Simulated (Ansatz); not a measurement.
Relaxed-ion elastic tensor of PRu in space group Pnma (No. 62; P on 4c, Ru on 4c) in GPa (Voigt order), the program Ansatz at the PBEsol level (PAW); density 8.34 g/cm³, 13.15 Å³ per atom.

```
 437   145   157   0.0   0.0   0.0
 145   282   199   0.0   0.0   0.0
 157   199   390   0.0   0.0   0.0
 0.0   0.0   0.0   129   0.0   0.0
 0.0   0.0   0.0   0.0  78.1   0.0
 0.0   0.0   0.0   0.0   0.0   101
```

Problem. Is the crystal mechanically stable?

Solution. Yes: the smallest eigenvalue of C is 78.1 GPa.

Problem. Work out the Voigt, Reuss and Hill averages.

Solution. K_V = 235, K_R = 227, K_H = 231; G_V = 102, G_R = 93.7, G_H = 97.9 GPa.

Problem. Give Young's modulus, Poisson's ratio, Pugh's ratio and the universal anisotropy index.

Solution. E = 9KG/(3K + G) = 257 GPa; ν = 0.31; K/G = 2.36 (ductile by the Pugh limit of 1.75); A_U = 5G_V/G_R + K_V/K_R − 6 = 0.48.

Problem. Estimate the sound speeds and the Debye temperature.

Solution. v_l = √((K + 4G/3)/ρ) = 6580 m/s, v_t = √(G/ρ) = 3430 m/s, mean 3830 m/s; Θ = (h/k)(3n/4πV)^(1/3) v_m = 484 K.

Problem. Solve the Christoffel equation for the three sound speeds along x, y, z.

Solution. Eigenvalues of C_ijkl n_j n_l equal ρv². In km/s, slowest first: x 3.06, 3.48, 7.24; y 3.48, 3.93, 5.81; z 3.06, 3.93, 6.84.

Problem. How much does each axis shrink under pressure?

Solution. Linear compressibilities β_i = Σ_j S_ij (j = 1 to 3): x 1.2, y 2.3, z 0.92 per TPa.

The workflow started from a Materials Project entry (that database holds measured and hypothetical structures alike); the Crystallography Open Database copy checked does not list it. Whether it is the stable phase at ambient conditions was not checked. The cell was relaxed with PBEsol under the symmetry of its start; whether a distortion lowers the energy is not shown. The run is not spin-polarised. As this level gives no gap, shear constants depend on the k-mesh and smearing (Fermi–Dirac, 0.1 eV here).

Potentials: the later of the program's two PAW sets.
